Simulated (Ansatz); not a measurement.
TiZn₂O₄:
```yaml
crystal:
  lattice:
    - [-2.94107, 2.97994, 4.30694]
    - [2.94107, -2.97994, 4.30694]
    - [2.94107, 2.97994, -4.30694]
  atoms:
    - { symbol: Ti, position: [0.50000, 0.50000, 0.00000] }
    - { symbol: Ti, position: [0.00000, 0.50000, 0.50000] }
    - { symbol: Zn, position: [0.88891, 0.13891, 0.75000] }
    - { symbol: Zn, position: [0.11109, 0.86109, 0.25000] }
    - { symbol: Zn, position: [0.50000, 0.50000, 0.50000] }
    - { symbol: Zn, position: [0.50000, 0.00000, 0.00000] }
    - { symbol: O, position: [0.28772, 0.27453, 0.01319] }
    - { symbol: O, position: [0.71228, 0.72547, 0.98681] }
    - { symbol: O, position: [0.76135, 0.27453, 0.48681] }
    - { symbol: O, position: [0.23865, 0.72547, 0.51319] }
    - { symbol: O, position: [0.75301, 0.27840, 0.02539] }
    - { symbol: O, position: [0.24699, 0.72160, 0.97461] }
    - { symbol: O, position: [0.75301, 0.72762, 0.47461] }
    - { symbol: O, position: [0.24699, 0.27238, 0.52539] }
```

Relaxed with r²SCAN.

Question: Map the electron localisation function on the plane through (0.500, 0.500, 0.000) spanned by u = [1, 1, 0] and v = [1, 0, 1] in lattice vectors, from DFT-r²SCAN in the program Ansatz with PAW potentials.

Answer: x is the fraction of u, y of v (the angle between them is 90°; rows are the nearest grid lines); atoms in the plane: Ti at (0.00, 0.00), Ti at (0.00, 0.50), Zn at (0.64, 0.75), Zn at (0.36, 0.25), O at (0.77, 0.01), O at (0.23, 0.99), O at (0.77, 0.49), O at (0.23, 0.51).
```
| .##:+@@+-+@@%+:        :+%@@+-+@@+:##. |
|.-#*:+@@*-*@@%+:       ..-#@@%*%@@=:*#-.|
|##+:.=%@@@@@@#-.     ......=#@@@@#- :+##|
|--.  :*%@@@%#=:     ..:.....-*%%#=.  .--|
|     .-+***+=:.     ...    ..:-=-:      |
|..       ..         ..      ...      ...|
|..       ..         ..      ...      ...|
|      ..::::..      ..      .....       |
|     .-+***+=:.     ...    ..:-=-:      |
|##+:.=%@@@@@@#-.     ......=#@@@@#- :+##|
|*##=.=@@%#%@@%+:     .....=%@@@@@@=.=##*|
|.-#*:+@@*-*@@%+:       ..-#@@%*%@@=:*#-.|
|.-#*:=@@%*%@@#-..       :+%@@*-*@@+:*#-.|
|*##=.=@@@@@@%=.....     :+%@@%#%@@=.=##*|
|##+: -#@@@@#=......     .-#@@@@@@%=.:+##|
|      :-=-:..    ...     .:=+***+-.     |
|       .....      ..      ..::::..      |
|...      ...      ..         ..       ..|
|...      ...      ..         ..       ..|
|      :-=-:..    ...     .:=+***+-.     |
|--.  .=#%%*-.....:..     :=#%@@@%*:  .--|
|##+: -#@@@@#=......     .-#@@@@@@%=.:+##|
|.-#*:=@@%*%@@#-..       :+%@@*-*@@+:*#-.|
| .##:+@@+-+@@%+:        :+%@@+-+@@+:##. |
```
Scale: ten equal steps from 0.000 (start of ' ') to 0.828 (end of '@'), in the order ' .:-=+*#%@'; x runs from 0.000 to 1.00, y from 0.000 (bottom) to 1.00 (top).

The density is the valence pseudo-density with augmentation charge, so density and ELF within about 1 Å of a nucleus are not all-electron values.

Space group Imma. The workflow started from a Materials Project entry (that database holds measured and hypothetical structures alike); the Crystallography Open Database copy checked does not list it. COD files the formula under space group No. 95. With Ti and Zn taken as one species the cell has the higher symmetry Fd-3m, so it may be an ordered model of a mixed-site phase. Its standing as an ambient phase is unchecked. Symmetry was held in the r²SCAN relaxation; its stability against distortions is not shown here. No spin polarisation was allowed.

Potentials: the later of the program's two PAW sets.
